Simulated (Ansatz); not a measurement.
# What DFT gives for RbIBr3

```yaml
crystal:
  lattice:
    - [0.00000, 7.54162, 0.00000]
    - [3.29807, -3.77081, 5.72415]
    - [5.57320, 3.77081, -5.72415]
  atoms:
    - { symbol: Br, position: [0.29230, 0.21370, 0.62910] }
    - { symbol: Br, position: [0.70770, 0.78630, 0.37090] }
    - { symbol: I, position: [0.00000, 0.00000, 0.00000] }
    - { symbol: Rb, position: [0.76620, 0.27800, 0.74560] }
    - { symbol: Rb, position: [0.23380, 0.72200, 0.25440] }
    - { symbol: I, position: [0.50000, 0.50000, 0.50000] }
    - { symbol: Br, position: [0.27970, 0.25020, 0.16380] }
    - { symbol: Br, position: [0.19330, 0.74980, 0.83620] }
    - { symbol: Br, position: [0.72030, 0.74980, 0.83620] }
    - { symbol: Br, position: [0.80670, 0.25020, 0.16380] }
```

Single point in Ansatz 0.2.0 with PBE, no spin polarisation. Cutoff 420 eV, PAW datasets, 4×4×4 Γ-centred k mesh, fermi-dirac filling (width 0.1159 eV).

Stress: The pressure is 6.8 GPa (compression positive), so with the atoms held at these fractions the cell would first expand; the forces are large, so a full relaxation may end otherwise. The principal stresses 4.6, 5.0, 10.9 GPa differ, so its shape would change too.
Charges: Bader charges in e: Rb +0.88, I +0.35 to +0.84, Br -0.54 to -0.46. In the mean Rb gives up most and Br takes most.
Electronic structure: The gap is 1.59 eV, indirect (the least direct gap found is 1.62 eV). A semilocal functional usually gives too small a gap.
Forces: The largest is on Br1 (and as large on other atoms): 4.62 eV/Å, components (-0.61, 0.00, -4.58). It makes 178° with the line to a nearest neighbour, I6 at 2.39 Å, pointing away from it.

Origin: a known structure type with other elements, at an estimated volume, so it need not be a known compound. Caveats: no spin-orbit coupling, which can shift this gap by tenths of an eV; atoms or cell far from equilibrium.
